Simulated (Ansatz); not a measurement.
Relaxed candidate structures of Pd:

A. P6₃/mmc (No. 194), hP2, hcp (Mg type); a = 2.7225 Å, b = 2.7225 Å, c = 4.5553 Å, α = 90.00°, β = 90.00°, γ = 120.00°; Pd 2d (0.667, 0.333, 0.250)

B. Fm-3m (No. 225), cF4, fcc (Cu type); a = b = c = 3.876 Å, α = β = γ = 90.00°; Pd 4a (0.000, 0.000, 0.000)

C. Fd-3m, origin choice 1 (No. 227), cF8, diamond type; a = b = c = 5.6846 Å, α = β = γ = 90.00°; Pd 8b (0.500, 0.500, 0.500)

Question: Order them by energy per atom (lowest first) at the level PBEsol (plane waves to 420 eV, PAW, scalar-relativistic; Ansatz, a first-principles code).

Answer: B (reference, the lowest of the structures calculated here), A (+0.04 eV/atom), C (+1.36 eV/atom)

Each run could gain symmetry but not lose that of its start, so entries can be saddle points. From databases, or of a type measured for this composition: Fm-3m, cF4, fcc (Cu type); the others are generated cells (placed on structure types, drawn at random, substituted or restacked) that were not matched to a known phase here. Static energies at zero pressure. No spin polarisation in the result. A magnetic state may lie lower.
